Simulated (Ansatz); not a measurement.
BiBr in space group C2/m (No. 12; Pearson symbol mS32), LDA (plane waves, PAW; program Ansatz), all energies at zero smearing, with the estimated change up to a 700 eV cutoff added, with one set of potentials and settings (totals compare only within such a set). Cell of 16 atoms (8 Bi, 8 Br): -118244.571 eV.

| element | reference phase | E (eV/atom) |
|---|---|---|
| Bi | R-3m, 2 atoms in the cell | -12085.8651 |
| Br | Cmce, 4 atoms in the cell | -2693.8442 |

Formation energy per atom, worked out: (-118244.571 − 8×(-12085.8651) − 8×(-2693.8442))/16 = -0.431 eV/atom (-42 kJ per mol of atoms), at 0 K, without zero-point energy or fitted corrections.

The first step of the workflow began from a Materials Project structure, measured or hypothetical; the Crystallography Open Database files this formula in space group No. 12, but the cells were not matched. Its standing as an ambient phase is unchecked. The LDA relaxation kept the symmetry of its start; whether a distortion lowers the energy is not shown. A crystal of weakly bound chains computed without a dispersion correction: the cell and the soft elastic constants depend strongly on that. The references are the lowest solids computed at this level, not always the standard phases. Spin–orbit coupling is left out wherever it is not named.

Potentials: the later of the program's two PAW sets.
